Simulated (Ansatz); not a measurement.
AlB2-type EuAg2

The computed numbers are results of PBEsol, scalar-relativistic (collinear spin) in the plane-wave PAW code Ansatz at 420 eV, 8×8×8 k-mesh, Gaussian smearing of 0.05 eV; PAW files: Ansatz's generated set soft_2.

```
Eu Ag
1.0
     4.70471    0.00000    0.00000
    -2.35236    4.07440    0.00000
     0.00000    0.00000    3.65740
Eu Ag
1 2
Cartesian
  0.0000 0.0000 0.0000
  0.0000 2.7163 1.8287
  2.3524 1.3581 1.8287
```

The start was a prototype's sites filled with these elements. The Crystallography Open Database lists the compound in space group Imma, so this is a trial structure.

Magnetic state: ferromagnetic, site spin moments Eu 6.76 μB.

The cell has space group P6/mmm (read at 0.01 Å). In it the stress is 0.03, 0.03, 0.01, 0.00, 0.00, 0.00 GPa and the largest force component 0.000 eV/Å. Each change below starts from this cell, without further relaxation. Stress is in GPa, positive in compression, in the order xx, yy, zz, yz, xz, xy; energies are counted from the cell above and are free energies with the smearing's entropy, which match forces and stress in a metal.

Problem. One atom was moved along a Cartesian axis, and these forces appeared. Which atom, and about how far?
```tsv
atom	Fx (eV/Å)	Fy	Fz
Eu1	0.000	0.000	0.120
Ag2	0.000	0.000	0.009
Ag3	0.000	0.000	-0.129
```

Solution. Atom 3 (Ag) is moved by 0.08 Å along z; the energy changes by 5.1 meV per cell.

Problem. A single strain component, atoms carried along, gave the stress -0.52, -1.15, -0.29, 0.00, 0.00, 0.00. Which component, and about how large?

Solution. An engineering strain of 1 % in yy; the energy changes by 2.5 meV per cell.

Without a U the 4f levels of Eu lie too near the Fermi level, so their share of the states there, and what hangs on it, is overstated. These numbers lack spin–orbit coupling. The run wasn't fully tested for a lower electronic state. Site moments are of spin, integrated over atomic spheres. Only parallel moments were tried, so the real magnetic order may be another.
